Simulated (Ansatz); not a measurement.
## Si3N4: a ladder of calculations

Cell of run 1: a COD entry (perhaps calculated rather than measured).

Space group P6_3/m (No. 176); a = 7.6020, c = 2.9060 Å, γ = 120.00°.

```
site  Wyckoff  site symmetry       x       y       z
  Si       6h            m..  0.7685  0.1746  0.2500
  N7       6h            m..  0.0305  0.3302  0.2500
 N13       2d           -6..  0.6667  0.3333  0.2500
```

One atom of each set is listed.

Relaxed positions (PBE, cell held):

Si (0.7680, 0.1741, 0.2500)
N7 (0.0300, 0.3299, 0.2500)
N13 (0.6667, 0.3333, 0.2500)

All runs are DFT with Ansatz 0.2.0 (plane waves and PAW, scalar-relativistic unless spin–orbit coupling is named, Γ-centred meshes, Fermi–Dirac smearing where given) in this cell.

Run 1: PBE, atoms as given; 420 eV, 4×4×10 k-points, smearing 0.02 eV.
Run 2: PBE, atoms relaxed; 420 eV, 4×4×10 k-points, smearing 0.02 eV.
Run 3: r2SCAN, at the relaxed atoms; 500 eV, 4×4×10 k-points, smearing 0.02 eV.
Run 4: LDA, at the relaxed atoms; 420 eV, 4×4×10 k-points, smearing 0.02 eV.

| run | Si V_zz (η) | N7 V_zz (η) | N13 V_zz (η) |
| --- | --- | --- | --- |
| 1 | 0.97 (0.42) | -4.93 (0.07) | -4.90 (0.00) |
| 2 | 0.97 (0.43) | -4.93 (0.07) | -4.88 (0.00) |
| 3 | 0.97 (0.40) | -4.92 (0.08) | -4.95 (0.00) |
| 4 | ? | ? | ? |

V_zz in 10²¹ V/m².

Q: Estimate the row of run 4.

A: Si: 0.96 (0.43); N7: -4.75 (0.08); N13: -4.69 (0.00). It lies nearest to run 2, from whose tensors on these sites it differs by 0.19 at most (largest principal value of the difference, on N13). Taken one at a time, the functional (between the two that differ most) moves the tensors on these sites by up to 0.26 (largest principal value of the change, on N13), the positions of the atoms (as given or relaxed) by 0.03 (N7).

The cell isn't the equilibrium one in runs 1, 2 (calculated pressure 6, 6 GPa), and the entry's cell may itself be off.
